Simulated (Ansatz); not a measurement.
**Zone-centre phonons of InH at 1.2 GPa: input and output**

The calculation used DFT LDA, scalar-relativistic, plane waves, PAW (Ansatz 0.2.0).

Launched with:
```bash
ansatz run input.yaml --threads 1 --pin off --max-ram 1228MiB --backend cpu --events-out ev --progress --plain --runs-dir out
```

Input (bare energies are in eV):
```yaml
crystal:
  lattice:
    - [3.0319, 0.0, 0.0]
    - [0.0, 3.0319, 0.0]
    - [0.0, 0.0, 3.0319]
  atoms:
    - { symbol: In, position: [0.0, 0.0, 0.0] }
    - { symbol: H, position: [0.5, 0.5, 0.5] }
basis:
  ecutwfc: 420
kpoints:
  mp_grid: { grid: [14, 14, 14] }
hamiltonian:
  xc: lda
scf:
  occupations: { method: fermi_dirac, width: 0.15 }
output:
  eigenvalues: true
phonons:
  method: dfpt
  eigenvectors: true
```

Results section of the output:
```
--- Phonons (Γ-DFPT): 2 representative perturbations + reference, on 288 of 2744 k-points (Σ response iterations 6) ---
  k mesh reduced under 8 symmetry operations, with k and −k counted as one. Each operation leaves every solved perturbation unchanged. A smaller set is not used because it would not reduce the number of displacements ...
  ASR residual: 6.814e-5 → 0.000e0 eV/Å²; symmetrization residual: 6.601e-8 eV/Å²
  ASR residual per site (eV/Å²): 6.56e-6 6.81e-5
  Γ frequencies (cm⁻¹): -457.09 -457.09 -457.09 0.00 0.00 0.00
  non-analytic LO–TO correction: not included (Born effective charges unavailable; polar crystals: no LO–TO splitting at Γ)
```

The run took 39 s on 1 thread of Arm Neoverse N1 (shared host), peak memory 0.54 GiB.

Its imaginary modes show that this cell, the ideal cubic caesium chloride prototype, isn't a minimum of the energy. In a metal, frequencies and elastic constants depend on the k mesh and the smearing, soft modes and shear constants most.

Negative frequencies stand for imaginary ones: the cell is unstable against these modes.